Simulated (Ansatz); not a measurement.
The relaxed structure here is a generated cell of Sn: the first start was made by placing the elements on the sites of a structure type, and the end was not matched to a known phase here, so it may be hypothetical. Known forms of Sn include space group No. 141, 227.

A relaxed cell of Sn (Fmmm (No. 69)), relaxed on a k-mesh at least as fine as the one used below. These are PBEsol (plane waves to 420 eV, PAW, scalar-relativistic; Ansatz, an electronic-structure program) values and carry that method's errors. Γ-centred k-mesh 12×12×6 on the run's cell (coarser than for final values), Fermi–Dirac smearing 0.05 eV.

```
Sn
1.0
    0.00000     2.77533     5.84488
    1.66383     0.00000     5.84488
    3.32765     5.55066     0.00000
Sn
4
Cartesian
  1.66383   2.77533   1.54640
  3.32765   5.55066   1.54640
  1.66383   2.77533  10.14336
  3.32765   5.55066  10.14336
```

The atoms are displaced by (Å):

| atom | ux | uy | uz |
|---|---|---|---|
| Sn1 | 0.138 | 0.102 | -0.028 |
| Sn2 | 0.092 | -0.027 | -0.027 |
| Sn3 | -0.161 | 0.085 | -0.167 |
| Sn4 | -0.061 | 0.034 | -0.105 |

Q: What forces (eV/Å) and pressure result?

A: 
```csv
atom,Fx,Fy,Fz
Sn1,-0.26,-0.14,-0.31
Sn2,-0.03,0.13,-0.59
Sn3,0.31,0.07,0.51
Sn4,-0.02,-0.06,0.38
```

Pressure +0.9 GPa.

The undisplaced cell is probably no minimum: from this displacement the run went on to P6/mmm (No. 191), 0.04 eV/atom below it.

No spin polarisation in the result.
